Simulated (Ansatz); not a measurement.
V:
```cif
data_V
_chemical_formula_sum 'V1'
_space_group_name_H-M_alt 'P 1'
_space_group_IT_number 1
_cell_length_a 2.64377
_cell_length_b 2.64377
_cell_length_c 2.64377
_cell_angle_alpha 111.156
_cell_angle_beta 111.156
_cell_angle_gamma 111.156
loop_
_space_group_symop_operation_xyz
  'x, y, z'
loop_
_atom_site_label
_atom_site_type_symbol
_atom_site_fract_x
_atom_site_fract_y
_atom_site_fract_z
_atom_site_occupancy
V1 V 0.00000 0.00000 0.00000 1
```

Relaxed with r²SCAN.

Q: Tabulate the valence density and the electron localisation function along the shortest V–V contact (2.42 Å), r²SCAN in the plane-wave PAW code Ansatz.

A: 

| distance from V (Å) | density (e/Å³) | ELF |
|---|---|---|
| 0.24 | 13.29 | 0.73 |
| 0.36 | 9.91 | 0.76 |
| 0.48 | 6.50 | 0.75 |
| 0.60 | 3.75 | 0.68 |
| 0.72 | 1.93 | 0.53 |
| 0.85 | 0.96 | 0.34 |
| 0.97 | 0.56 | 0.23 |
| 1.09 | 0.43 | 0.22 |
| 1.21 | 0.39 | 0.23 |
| 1.33 | 0.43 | 0.22 |
| 1.45 | 0.56 | 0.23 |
| 1.57 | 0.96 | 0.34 |
| 1.69 | 1.93 | 0.53 |
| 1.81 | 3.75 | 0.68 |
| 1.93 | 6.50 | 0.75 |
| 2.05 | 9.91 | 0.76 |
| 2.17 | 13.29 | 0.73 |

The density is the valence pseudo-density with augmentation charge, so density and ELF within about 1 Å of a nucleus are not all-electron values.

Space group R-3m (simple rhombohedral). The start of the workflow was typed in or built on a structure type; neither database checked (COD, Materials Project) lists it. It is not the phase usual at ambient conditions (space group No. 229). The cell was relaxed with r²SCAN under the symmetry of its start; whether a distortion lowers the energy is not shown. The workflow began spin-polarised and lost its moments. The cell computed holds one magnetic atom, so no antiferromagnetic order was within reach. The volume moved by 25 % from the start of the relaxation.

Potentials: the later of the program's two PAW sets.
